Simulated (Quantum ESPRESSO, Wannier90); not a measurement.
## Wannier functions of Nb (bcc (W type))

```
CELL_PARAMETERS angstrom
     -1.65881     1.65881     1.65881
      1.65881    -1.65881     1.65881
      1.65881     1.65881    -1.65881
ATOMIC_POSITIONS crystal
  Nb 0.00000 0.00000 0.00000
```

Cell from Materials Project (mp-75), symmetrised, no further relaxation. This is the element's usual structure. Method: PBEsol plane waves in Quantum ESPRESSO 7.5 (PseudoDojo norm-conserving files, 66 Ry, spinors with spin-orbit coupling), Bloch states on a 10×10×10 mesh through Γ, Wannier90 4.0.1. Density: 18×18×18 mesh, cold smearing 0.01 Ry.

Energies are relative to the Fermi level.

**Bands.** No gap over 0.05 eV opens at the Fermi level at this level of theory. 3 filled groups are cut off by gaps; the highest, bands 5–8, spans -29.89 to -28.89 eV and is Nb 4p 98 %.

**Model.** 18 functions (Nb spd) from bands 9-42, frozen to 1.50 eV, reach Ω_I = 19.50 Å² and follow pw.x to 5.7 meV rms (states up to 1.0 eV relative to the Fermi level).

**Frozen window.** Edge, Ω_I and misfit go -0.5 eV, 19.32 Å², 92 meV; 1.5 eV, 19.50 Å², 5.7 meV; 2.5 eV, 19.62 Å², 4.3 meV; 5.5 eV, 19.79 Å², 2.5 meV. Ω_I never falls as the edge rises, since each frozen state takes freedom from the choice of the smoothest subspace. The edges under the compared range leave its upper states unfrozen, and their misfit is the largest.

**No window.** Without a frozen window Ω_I drops to 18.39 Å² while the misfit grows to 1079 meV: a small spread is no proof of good bands.

**Outer window.** The setting "only the lowest 30 of the kept bands" raises Ω_I to 21.22 Å², as fewer states are left to mix in, and the misfit goes to 4.3 meV.

**Stops.** With the frozen window to 17.84 eV the program stops (More states in the frozen window than target WFs).
